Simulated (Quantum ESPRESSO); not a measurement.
# Si15Ge: input and log of a self-consistent run

A calculation, not a measurement. The program is pw.x of Quantum ESPRESSO 7.5 (plane-wave density functional theory). The cell is made up: 16 atoms on a doubled zincblende/diamond lattice, with randomly drawn elements, strain and displacements, not relaxed. PseudoDojo standard norm-conserving files (v0.5 for PBE, v0.4.1 for LDA and PBEsol) set the functional; there is no spin polarisation, spin-orbit coupling or dispersion term, and the masses in the input are unused placeholders.

Input:

```
&control calculation='scf', pseudo_dir='./dojo.nc.sr.pbe.v0_5.standard.upf', outdir='./o', disk_io='low', tprnfor=.true., tstress=.true. /
&system ibrav=0, nat=16, ntyp=2, nbnd=47, ecutwfc=77.98206166, nosym=.true., tot_charge=0,
 occupations='smearing', smearing='fd', degauss=0.0073498644
/
&electrons conv_thr=7.350e-09, electron_maxstep=60, /
ATOMIC_SPECIES
Ge 1.0 Ge.upf
Si 1.0 Si.upf
CELL_PARAMETERS angstrom
5.5701 0.0279 0.0446
0.0279 5.4882 -0.0587
0.0891 -0.1173 11.0601
ATOMIC_POSITIONS angstrom
Si -0.1131 0.0561 -0.1385
Si 0.0325 2.8641 2.7224
Si 2.8683 -0.0339 2.743
Ge 2.7871 2.7809 0.0072
Si 0.2 -0.2051 5.5218
Si 0.1548 2.6088 8.3804
Si 2.8272 -0.0014 8.3488
Si 2.8027 2.5449 5.5199
Si 1.3625 1.3006 1.4007
Si 1.4375 4.2359 4.1571
Si 4.1571 1.3679 4.1555
Si 4.0523 4.1049 1.297
Si 1.4377 1.3342 6.9585
Si 1.524 3.8226 9.5861
Si 4.231 1.1424 9.8067
Si 4.2726 4.2561 6.937
K_POINTS automatic
6 6 4 1 1 1
```

The log is shortened where brackets say so; the opening notice, blank lines, dates and the lines on written files are dropped, and the path of the files is cut. It prints rydbergs, bohrs and kilobars, and counts compression as positive stress.

```
     Program PWSCF v.7.5
     Parallel version (MPI & OpenMP), running on       4 processor cores
     Number of MPI processes:                 4
     Threads/MPI process:                     1
     [start-up lines left out]
     bravais-lattice index     =            0
     lattice parameter (alat)  =      10.5264  a.u.
     unit-cell volume          =    2281.1816 (a.u.)^3
     number of atoms/cell      =           16
     number of atomic types    =            2
     number of electrons       =        74.00
     number of Kohn-Sham states=           47
     kinetic-energy cutoff     =      77.9821  Ry
     charge density cutoff     =     311.9282  Ry
     scf convergence threshold =      7.3E-09
     mixing beta               =       0.7000
     number of iterations used =            8  plain     mixing
     Exchange-correlation= PBE
                           (   1   4   3   4   0   0   0)
     [axes and pseudopotential details left out]
   Cartesian axes
     site n.     atom                  positions (alat units)
         1        Si     tau(   1) = (  -0.0203039   0.0100712  -0.0248638  )
         2        Si     tau(   2) = (   0.0058345   0.5141689   0.4887306  )
         3        Si     tau(   3) = (   0.5149229  -0.0060858   0.4924288  )
         4        Ge     tau(   4) = (   0.5003457   0.4992327   0.0012926  )
         5        Si     tau(   5) = (   0.0359044  -0.0368200   0.9912845  )
         6        Si     tau(   6) = (   0.0277900   0.4683370   1.5044660  )
         7        Si     tau(   7) = (   0.5075446  -0.0002513   1.4987931  )
         8        Si     tau(   8) = (   0.5031463   0.4568655   0.9909434  )
         9        Si     tau(   9) = (   0.2445987   0.2334863   0.2514564  )
        10        Si     tau(  10) = (   0.2580629   0.7604372   0.7462908  )
        11        Si     tau(  11) = (   0.7462908   0.2455681   0.7460036  )
        12        Si     tau(  12) = (   0.7274769   0.7369198   0.2328400  )
        13        Si     tau(  13) = (   0.2580988   0.2395182   1.2492037  )
        14        Si     tau(  14) = (   0.2735915   0.6862407   1.7209157  )
        15        Si     tau(  15) = (   0.7595575   0.2050859   1.7605182  )
        16        Si     tau(  16) = (   0.7670256   0.7640635   1.2453440  )
     number of k points=    72  Fermi-Dirac smearing, width (Ry)=  0.0073
                       cart. coord. in units 2pi/alat
        k(    1) = (   0.0824061   0.0848376   0.0631913), wk =   0.0277778
        k(    2) = (   0.0813910   0.0861897   0.1891248), wk =   0.0277778
     [further k points left out]
     Dense  grid:   212245 G-vectors     FFT dimensions: (  60,  60, 120)
     Estimated max dynamical RAM per process >     681.99 MB
     Estimated total dynamical RAM >       2.51 GB
     Initial potential from superposition of free atoms
     starting charge      73.9900, renormalised to      74.0000
     Starting wfcs are   69 randomized atomic wfcs
     total cpu time spent up to now is       22.7 secs
     per-process dynamical memory:   577.9 Mb
     Self-consistent Calculation
     iteration #  1     ecut=    77.98 Ry     beta= 0.70
     Davidson diagonalization with overlap
     ethr =  1.00E-02,  avg # of iterations =  3.2
     Threshold (ethr) on eigenvalues was too large:
     Diagonalizing with lowered threshold
     Davidson diagonalization with overlap
     ethr =  4.91E-04,  avg # of iterations =  5.0
     total cpu time spent up to now is      108.1 secs
     total energy              =    -305.33149032 Ry
     estimated scf accuracy    <       0.41986825 Ry
     iteration #  2     ecut=    77.98 Ry     beta= 0.70
     Davidson diagonalization with overlap
     ethr =  5.67E-04,  avg # of iterations =  1.3
     total cpu time spent up to now is      138.2 secs
     total energy              =    -305.34741829 Ry
     estimated scf accuracy    <       0.03039811 Ry
     iteration #  3     ecut=    77.98 Ry     beta= 0.70
     Davidson diagonalization with overlap
     c_bands:  1 eigenvalues not converged
     ethr =  4.11E-05,  avg # of iterations = 11.8
     total cpu time spent up to now is      197.8 secs
     total energy              =    -305.33841661 Ry
     estimated scf accuracy    <       0.07424580 Ry
     iteration #  4     ecut=    77.98 Ry     beta= 0.70
     Davidson diagonalization with overlap
     ethr =  4.11E-05,  avg # of iterations =  6.4
     total cpu time spent up to now is      246.3 secs
     total energy              =    -305.35304167 Ry
     estimated scf accuracy    <       0.02349868 Ry
     iteration #  5     ecut=    77.98 Ry     beta= 0.70
     Davidson diagonalization with overlap
     ethr =  3.18E-05,  avg # of iterations =  2.2
     total cpu time spent up to now is      279.9 secs
     total energy              =    -305.35587696 Ry
     estimated scf accuracy    <       0.00081661 Ry
     [iterations 6 to 7 left out]
     iteration #  8     ecut=    77.98 Ry     beta= 0.70
     Davidson diagonalization with overlap
     ethr =  7.53E-08,  avg # of iterations =  2.1
     total cpu time spent up to now is      406.7 secs
     total energy              =    -305.35615851 Ry
     estimated scf accuracy    <       0.00000767 Ry
     iteration #  9     ecut=    77.98 Ry     beta= 0.70
     Davidson diagonalization with overlap
     ethr =  1.04E-08,  avg # of iterations =  3.0
     total cpu time spent up to now is      444.3 secs
     total energy              =    -305.35615999 Ry
     estimated scf accuracy    <       0.00000013 Ry
     iteration # 10     ecut=    77.98 Ry     beta= 0.70
     Davidson diagonalization with overlap
     ethr =  1.70E-10,  avg # of iterations =  5.1
     total cpu time spent up to now is      487.3 secs
     total energy              =    -305.35616010 Ry
     estimated scf accuracy    <       0.00000023 Ry
     iteration # 11     ecut=    77.98 Ry     beta= 0.70
     Davidson diagonalization with overlap
     ethr =  1.70E-10,  avg # of iterations =  2.1
     total cpu time spent up to now is      520.2 secs
     total energy              =    -305.35616011 Ry
     estimated scf accuracy    <       0.00000002 Ry
     iteration # 12     ecut=    77.98 Ry     beta= 0.70
     Davidson diagonalization with overlap
     ethr =  2.08E-11,  avg # of iterations =  4.2
     total cpu time spent up to now is      558.3 secs
     End of self-consistent calculation
          k = 0.0824 0.0848 0.0632 ( 26550 PWs)   bands (ev):
   -18.3656 -18.3495 -18.3171 -18.3069 -18.2997  -5.8430  -5.0227  -4.4623
    -2.8969  -2.6884  -2.4701  -2.1899  -1.8938  -1.5040  -1.3492  -1.1454
    -0.8745  -0.5234   1.4243   1.9700   2.0647   2.5155   2.6226   2.7213
     2.8223   2.9813   3.1598   3.2436   3.3440   3.4525   3.8541   4.0670
     4.3280   4.4899   5.2368   5.8233   6.1085   6.5794   6.7239   6.8453
     6.9416   7.1621   7.2299   7.3506   7.6310   8.2694   8.3577
     [levels at the other k points left out]
     the Fermi energy is     6.2988 ev
!    total energy              =    -305.35616012 Ry
     estimated scf accuracy    <          2.0E-09 Ry
     smearing contrib. (-TS)   =      -0.00097566 Ry
     internal energy E=F+TS    =    -305.35518445 Ry
     The total energy is F=E-TS. E is the sum of the following terms:
     one-electron contribution =    -124.13208677 Ry
     hartree contribution      =      96.19944563 Ry
     xc contribution           =     -89.67356128 Ry
     ewald contribution        =    -187.74898203 Ry
     convergence has been achieved in  12 iterations
     Forces acting on atoms (cartesian axes, Ry/au):
     atom    1 type  2   force =     0.09650955   -0.11100328    0.09815530
     atom    2 type  2   force =    -0.02035270   -0.02621987    0.00414134
     atom    3 type  2   force =    -0.04550383    0.03042728    0.02668863
     atom    4 type  1   force =    -0.03093278   -0.06877267   -0.00071187
     atom    5 type  2   force =    -0.12135425    0.13988514    0.09344468
     atom    6 type  2   force =    -0.10079240   -0.01572205   -0.04819107
     atom    7 type  2   force =    -0.02175506   -0.02490175    0.00370287
     atom    8 type  2   force =    -0.00512137    0.09531944    0.02473790
     atom    9 type  2   force =    -0.01339288    0.01736203   -0.00512147
     atom   10 type  2   force =     0.10707886   -0.13190702   -0.10253001
     atom   11 type  2   force =     0.07424253   -0.02281752   -0.02125171
     atom   12 type  2   force =     0.10272824    0.02886647    0.01905704
     atom   13 type  2   force =    -0.00136479   -0.03293721   -0.01642483
     atom   14 type  2   force =     0.00955793    0.10974355    0.02214446
     atom   15 type  2   force =    -0.03957555    0.10580455   -0.08883290
     atom   16 type  2   force =     0.01002848   -0.09312710   -0.00900837
     Total force =     0.458234     Total SCF correction =     0.000096
     Computing stress (Cartesian axis) and pressure
          total   stress  (Ry/bohr**3)                   (kbar)     P=        4.85
   0.00001697  -0.00016327  -0.00007708            2.50      -24.02      -11.34
  -0.00016327   0.00001172   0.00025472          -24.02        1.72       37.47
  -0.00007708   0.00025472   0.00007012          -11.34       37.47       10.32
     init_run     :     18.64s CPU     22.04s WALL (       1 calls)
     electrons    :    525.17s CPU    535.69s WALL (       1 calls)
     forces       :     10.40s CPU     10.54s WALL (       1 calls)
     stress       :     32.84s CPU     34.41s WALL (       1 calls)
     [timing details left out]
     PWSCF        :   9m47.87s CPU  10m 3.78s WALL
     JOB DONE.
```

In other units: free energy -4154.582 eV for the cell, pressure 0.48 GPa, largest force component 3.597 eV/Å. A rerun of this cell at a cutoff of 1347 eV and k mesh 8 x 8 x 6 moved values by no more than 0.002 eV in energy, 0.02 GPa in stress and 0.002 eV/Å in force.